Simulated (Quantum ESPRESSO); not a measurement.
pw.x input (Quantum ESPRESSO 7.5; PBEsol, PseudoDojo standard norm-conserving files, scalar-relativistic):

```
&CONTROL
  calculation = 'scf'
  pseudo_dir = './pseudo'
  outdir = './out'
  tprnfor = .true.
  tstress = .true.
/
&SYSTEM
  ibrav = 0
  nat = 9
  ntyp = 3
  ecutwfc = 84.0
  ecutrho = 336.0
  occupations = 'smearing'
  smearing = 'fd'
  degauss = 0.002
  nbnd = 43
/
&ELECTRONS
  conv_thr = 9e-10
/
ATOMIC_SPECIES
O 15.9990 O.upf
Mg 24.3050 Mg.upf
V 50.9415 V.upf
CELL_PARAMETERS angstrom
  4.883665000000  -1.767655000000   0.000000000000
  4.883665000000   1.767655000000   0.000000000000
 -1.958525000000   0.000000000000   6.778188000000
ATOMIC_POSITIONS crystal
O   0.286940000000   0.286940000000   0.917390000000
O   0.713060000000   0.713060000000   0.082610000000
O   0.076180000000   0.076180000000   0.259560000000
O   0.923820000000   0.923820000000   0.740440000000
O   0.633130000000   0.633130000000   0.623140000000
O   0.366870000000   0.366870000000   0.376860000000
Mg   0.000000000000   0.000000000000   0.500000000000
V   0.778660000000   0.778660000000   0.823390000000
V   0.221340000000   0.221340000000   0.176610000000
K_POINTS automatic
8 8 4 0 0 0
```

End of the output:

```

[...]
     the Fermi energy is     5.7600 ev
!    total energy              =    -611.98442099 Ry
     estimated scf accuracy    <          3.9E-10 Ry
     smearing contrib. (-TS)   =      -0.00000000 Ry
     internal energy E=F+TS    =    -611.98442099 Ry
     The total energy is F=E-TS. E is the sum of the following terms:
     one-electron contribution =    -372.37770739 Ry
     hartree contribution      =     207.60934297 Ry
     xc contribution           =    -109.77586053 Ry
     ewald contribution        =    -337.44019605 Ry
     convergence has been achieved in  14 iterations
     Forces acting on atoms (cartesian axes, Ry/au):
     atom    1 type  1   force =    -0.00705917    0.00000000   -0.00478774
     atom    2 type  1   force =     0.00705917    0.00000000    0.00478774
     atom    3 type  1   force =     0.04897005    0.00000000   -0.01623209
     atom    4 type  1   force =    -0.04897005    0.00000000    0.01623209
     atom    5 type  1   force =     0.02787635   -0.00000000    0.03891047
     atom    6 type  1   force =    -0.02787635    0.00000000   -0.03891047
     atom    7 type  2   force =     0.00000000    0.00000000    0.00000000
     atom    8 type  3   force =     0.00872654    0.00000000   -0.03463735
     atom    9 type  3   force =    -0.00872654    0.00000000    0.03463735
     Total force =     0.112261     Total SCF correction =     0.000090
     Computing stress (Cartesian axis) and pressure
          total   stress  (Ry/bohr**3)                   (kbar)     P=      -90.77
  -0.00070499   0.00000000   0.00002281         -103.71        0.00        3.35
   0.00000000  -0.00056207   0.00000000            0.00      -82.68        0.00
   0.00002281   0.00000000  -0.00058410            3.35        0.00      -85.92
```
In a gapped system the printed Fermi energy is only some level inside the gap.

Geometry of the Materials Project entry, not relaxed at this level.

The runs are not spin-polarised; magnetic order was not tried.
